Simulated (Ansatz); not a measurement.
**K (Im-3m): phonons**

Level of theory: r²SCAN, PAW on Ansatz 0.2.0's default frozen-core files (fitted under PBE), scalar-relativistic.

The cell comes from a PAW relaxation under the same functional.

Command line:

```sh
ansatz run input.yaml --threads 2 --pin off --max-ram 10240MiB --backend cpu --events-out ev --progress --plain --runs-dir out
```

input.yaml:

```yaml
crystal:
  lattice:
    - [-2.66911357199, 2.66911357199, 2.66911357199]
    - [2.66911357199, -2.66911357199, 2.66911357199]
    - [2.66911357199, 2.66911357199, -2.66911357199]
  atoms:
    - { symbol: K, position: [0.0, 0.0, 0.0] }
kpoints:
  mp_grid: { grid: [16, 16, 16] }
scf:
  occupations: { method: fermi_dirac, width: 0.05 }
hamiltonian:
  xc: r2scan
  pseudopotentials: { kind: paw }
phonons:
  qmesh: [4, 4, 4]
  qpath:
    path:
      - [0.0, 0.0, 0.0]
      - [0.5, -0.5, 0.5]
      - [0.0, 0.0, 0.5]
      - [0.0, 0.0, 0.0]
      - [0.25, 0.25, 0.25]
      - [0.5, -0.5, 0.5]
      - [0.25, 0.25, 0.25]
      - [0.0, 0.0, 0.5]
    npoints: 6
  temperatures: { t_min: 0, t_max: 1000, t_step: 100 }
```

The program printed:

```
Warning: RAYON_NUM_THREADS=2 ignored (pool sized by the plan → 2); use --threads N
Engine: ansatz 0.2.0, x86_64-unknown-linux-gnu
Pseudopotentials: kind: paw
Pseudopotential: K, paw, valence charge 9, recommended cutoff 500 eV (meta_gga), K.paw.azcp
Functional definition: r2SCAN
  parameter k0 = 0.174
  parameter k1 = 0.065
  parameter a1 = 4.9479
  exchange = r2scan_x(k0 = k0, k1 = k1, a1 = a1)
  correlation = r2scan_c
Crystal: 4 atoms, lattice volume = 304.243 Å³
Basis set: ecut = 500 eV, 7759 PW (Γ), FFT grids on a1, a2, a1+2a2+a3, exchange–correlation on 180×300×360 points (125 copies of the dense FFT grid, shifted against one another)
Bands: 27, of which v1, the nominal top of the filled ones, is band 18 counted from 1 (17 counted from 0)
Symmetry: 16 space group operations
k-points: 298 of 1024
Non-local potential: K, projectors of the file, l = 0: 3, l = 1: 2, l = 2: 2
PAW form: soft (Blöchl's): semilocal exchange-correlation on the pseudo side does not see the compensation charge
PAW frozen core: K, regenerated for the run's functional (the file was generated under x = pbe(κ = 0.804, μ = 0.2195149727645171), c = pbe(β = 0.06672455060314922))
PAW one-centre angular grid: K, 302 points (default); XC on 160 Gauss nodes
Initial density: handed on by an earlier stage of this run
Initial wavefunctions: those handed on with the density
Functional: x = r2scan, c = r2scan; τ floored in thin density (d = 2e-4 eV/Å³)
SCF iter   1: F=—  HF=-6169.928057 eV  |F-HF|=—  |Δ(HF+E_count)|=         —  Δρ=5.37e-8  dr2=1.58e-11  dr2_τ=4.56e-13  ethr=1.74e-12  ⟨swp⟩=6.6  Hψ=31799  notcnv=0
preconditioner: auto → Kerker (q_TF=auto, 1.912 Å⁻¹)  [metal: Δε(μ)=0.026 eV  Ē_g=2.928 eV  σ=0.050 eV  W_gap=0.13  n_scr=40 (ndim 8)  ℏωp=4.3 eV  f_vac=0.000  D(μ)=2.89/eV (n_scr^D=8)]
SCF iter   2: F=-6169.928057 eV  HF=-6169.928057 eV  |F-HF|=9.09e-12  |Δ(HF+E_count)|=  2.36e-11  Δρ=3.70e-8  dr2=7.87e-12  dr2_τ=1.44e-13  ethr=1.00e-12  ⟨swp⟩=4.0  Hψ=20726  notcnv=0
SCF 1 converged in 2 iterations: F = -6169.928057 eV  dr2 = 7.87e-12
  greatest PAW one-centre occupation: 0.990 electrons in one spin orbital (limit 2), on the K atom at site 3 (counted from 0), in its partial waves of l = 0
iter 1 solved again at ethr=1.00e-12 eV; its pass at ethr=3.10e-3 eV (dr2=7.13e-12 eV) is discarded
SCF iter   1: F=—  HF=-6169.928057 eV  |F-HF|=—  |Δ(HF+E_count)|=         —  Δρ=3.71e-8  dr2=7.90e-12  dr2_τ=1.38e-13  ethr=1.00e-12  ⟨swp⟩=1.2  Hψ=36513  notcnv=0
SCF iter   2: F=-6169.928057 eV  HF=-6169.928057 eV  |F-HF|=5.46e-12  |Δ(HF+E_count)|=  4.55e-12  Δρ=2.65e-8  dr2=3.95e-12  dr2_τ=7.28e-14  ethr=1.00e-12  ⟨swp⟩=3.0  Hψ=19777  notcnv=0
SCF 2 converged in 2 iterations: F = -6169.928057 eV  dr2 = 3.95e-12
Symmetry: 2 space group operations
k-points: 298 of 1024 (time reversal used)
iter 1 solved again at ethr=3.23e-8 eV; its pass at ethr=3.10e-3 eV (dr2=1.16e-5 eV) is discarded
SCF iter   1: F=—  HF=-6169.928001 eV  |F-HF|=—  |Δ(HF+E_count)|=         —  Δρ=3.88e-6  dr2=5.39e-7  dr2_τ=1.36e-9  ethr=3.23e-8  ⟨swp⟩=3.1  Hψ=44461  notcnv=0  defer=273
[... 114 lines left out ...]
  greatest PAW one-centre occupation: 0.990 electrons in one spin orbital (limit 2), on the K atom at site 0 (counted from 0), in its partial waves of l = 0
SCF converged after 2 iterations
Free energy (F): -6169.928057 eV
Harris-Foulkes:  -6169.928057 eV  (|F-HF|=5.46e-12)
Internal energy: -6169.904339 eV  (E = F + TS)
E sigma→0 (E₀):  -6169.916198 eV
Entropy (-TS):   -0.023718 eV (-5.930 meV/atom)
Fermi energy:    1.682259 eV
--- Per-component energies (eV) ---
  E_band       = -603.093478
  E_kinetic    = 1008.678742
  E_local      = -3045.354962  (includes V_loc(G=0)·N_el)
  E_nonlocal   = 51.051652
  E_hartree    = 1087.256789
  E_xc         = -528.873242
  E_vxc        = -736.034076  (∫ρ·V_xc dr)
  E_paw        = -3151.576293  (= ΣΔE_a)
  E_vpaw       = -100.672780  (= ΣTr[D̂ρ^β])
  E_aug_tail   = -0.000008  (compensation charges beyond the density's cutoff)
  E_vtau       = 44.724445  (kinetic-family band-sum trace: ∫τ·v_τ [+ j·A + Jᵃ·Aᵃ] dr)
  E_ewald      = -1590.302277
  E_core_change = -0.784740  (= ΣΔE_core)
  E_smearing   = -0.023718  (= −TS)
  E_closure    = 0.000000  (closes the sum)
  Σ components = -6169.928057   (vs F -6169.928057, Δ=0.00e0)
--- Forces (eV/Å), atoms counted from 1 ---
  atom   1  K      0.00000000    -0.00000000     0.00000000
  atom   2  K     -0.00000000     0.00000000     0.00000000
  atom   3  K      0.00000000    -0.00000000     0.00000000
  atom   4  K      0.00000000    -0.00000000     0.00000000
  max |Σ_I F_I| component: 2.60e-28 eV/Å
--- Phonons: 8 displaced members + 5 references (amplitude of the first 0.0025 Å, Σ member SCF iterations 62) ---
  ASR residual: 1.106e-4 → 0.000e0 eV/Å²; symmetrization residual: 1.499e-5 eV/Å²
  largest component of a force at the reference: 1.0e-28 eV/Å
  ASR residual per site (eV/Å²): 1.11e-4
  Γ frequencies (cm⁻¹): 0.00 0.00 0.00
--- Phonons (by wavevector): 8 wavevectors in 5 supercells ---
  supercell 1 (4 cells, vectors [1, 0, 0], [0, 1, -1], [0, 0, 4] in multiples of the cell's): 2 displaced members by 0.0025 Å; free energy -6169.928057 eV; taken off its force constants: by the sum rule 1.1e-4, by the ...
  symmetry images taken by strict's conditions (phonons.symmetry_images: auto; settled by no image being taken that strict refuses)
  supercell 2 (4 cells, vectors [1, 0, 0], [0, 1, 0], [0, 0, 4] in multiples of the cell's): 2 displaced members by 0.0025 Å; free energy -6169.928057 eV; taken off its force constants: by the sum rule 8.7e-5, by the ...
  symmetry images taken by strict's conditions (phonons.symmetry_images: auto; settled by no image being taken that strict refuses)
  supercell 3 (4 cells, vectors [4, 0, 0], [0, 1, 1], [2, 0, 1] in multiples of the cell's): 2 displaced members by 0.0025 Å; free energy -6169.928057 eV; taken off its force constants: by the sum rule 2.9e-5, by the ...
  symmetry images taken by strict's conditions (phonons.symmetry_images: auto; settled by no image being taken that strict refuses)
  supercell 4 (4 cells, vectors [0, 1, 1], [-1, 0, -1], [0, 0, 4] in multiples of the cell's): 1 displaced member by 0.0025 Å; free energy -6169.928057 eV; taken off its force constants: by the sum rule 8.2e-5, by the ...
  symmetry images taken by strict's conditions (phonons.symmetry_images: auto; settled by no image being taken that strict refuses)
  supercell 5 (4 cells, vectors [0, 1, -1], [-1, 1, 0], [0, 0, 4] in multiples of the cell's): 1 displaced member by 0.0025 Å; free energy -6169.928057 eV; taken off its force constants: by the sum rule 6.1e-6, by the ...
  symmetry images taken by strict's conditions (phonons.symmetry_images: auto; settled by no image being taken that strict refuses)
  q = [0.0000, 0.0000, 0.0000] (star 1, supercell 1; hermiticity 0.00e0, symmetrization 2.73e-17): 0.00 0.00 0.00
  q = [0.0000, 0.0000, 0.2500] (star 12, supercell 2; hermiticity 4.89e-53, symmetrization 5.89e-16): 13.38 34.86 55.53
  q = [0.0000, 0.0000, -0.5000] (star 6, supercell 1; hermiticity 4.43e-16, symmetrization 7.21e-5): 18.70 49.30 78.96
  q = [0.0000, 0.2500, 0.2500] (star 24, supercell 1; hermiticity 8.19e-17, symmetrization 4.91e-16): 31.31 56.72 72.91
  q = [0.2500, 0.2500, 0.2500] (star 2, supercell 5; hermiticity 0.00e0, symmetrization 9.46e-16): 61.01 61.01 61.01
  q = [0.2500, 0.2500, -0.2500] (star 6, supercell 4; hermiticity 4.07e-49, symmetrization 5.28e-16): 51.54 51.54 55.15
  q = [0.2500, -0.5000, -0.5000] (star 12, supercell 3; hermiticity 1.31e-16, symmetrization 5.23e-16): 51.44 63.74 76.64
  q = [-0.5000, -0.5000, -0.5000] (star 1, supercell 4; hermiticity 4.83e-16, symmetrization 2.13e-5): 74.96 74.96 74.96
  joined force constants: q→R imaginary residual 0.00e0
  density of states and harmonic sums: on the 16×16×16 q-mesh, interpolated from the force constants of a 4×4×4 supercell (no non-analytic term)
  largest difference from the sums on the solved wave vectors: F 1.03e-2 eV, S 1.43e-5 and C_V 3.98e-6 eV/K
```

The calculation finished and met its thresholds.

**Harmonic thermodynamics**

Harmonic phonons of a crystal by Kohn-Sham DFT at the given cell, standard atomic masses, acoustic sum rule imposed; negative wavenumbers are unstable modes; sums over wave vectors interpolated from the q mesh.

- Zero point energy: 9.602 meV/atom

```tsv
temperature (K)	phonon heat capacity (k_B/atom)	phonon entropy (k_B/atom)	phonon free energy (meV/atom)
100	2.85	4.21	-9.12
200	2.961	6.233	-55.06
300	2.982	7.438	-114.3
400	2.99	8.297	-182.3
500	2.993	8.965	-256.8
600	2.995	9.51	-336.4
700	2.996	9.972	-420.4
800	2.997	10.37	-508.1
900	2.997	10.73	-599
1000	2.998	11.04	-692.9
```

### Phonons on the q mesh

One row a degenerate set, branches counted upwards.

```json
{"Unstable phonons": "no"}
```

```
          point  q a (r.l.u.)  q b (r.l.u.)  q c (r.l.u.)  branch  phonon wavenumber (cm⁻¹)  degeneracy
       0.25/0/0          0.25             0             0       1                      13.4           1
       0.25/0/0          0.25             0             0       2                      34.9           1
       0.25/0/0          0.25             0             0       3                      55.5           1
              N           0.5             0             0       1                      18.7           1
              N           0.5             0             0       2                      49.3           1
              N           0.5             0             0       3                        79           1
    0.25/0.25/0          0.25          0.25             0       1                      31.3           1
    0.25/0.25/0          0.25          0.25             0       2                      56.7           1
    0.25/0.25/0          0.25          0.25             0       3                      72.9           1
              P          0.25          0.25          0.25       1                        61           3
-0.25/0.25/0.25         -0.25          0.25          0.25       1                      51.5           2
-0.25/0.25/0.25         -0.25          0.25          0.25       3                      55.2           1
   0.5/0.5/0.25           0.5           0.5          0.25       1                      51.4           1
   0.5/0.5/0.25           0.5           0.5          0.25       2                      63.7           1
   0.5/0.5/0.25           0.5           0.5          0.25       3                      76.6           1
              H           0.5           0.5           0.5       1                        75           3
```

Keep in mind: frozen-core PAW files fitted under PBE, their cores solved anew for the functional of the run; responses of metals move with mesh and smearing; a very soft zone-boundary mode, near an instability or sensitive to the mesh.

It took 23 min on 2 threads of Intel(R) Xeon(R) Platinum 8375C CPU @ 2.90GHz (Ice Lake), on a shared host, peak memory 5.8 GiB.
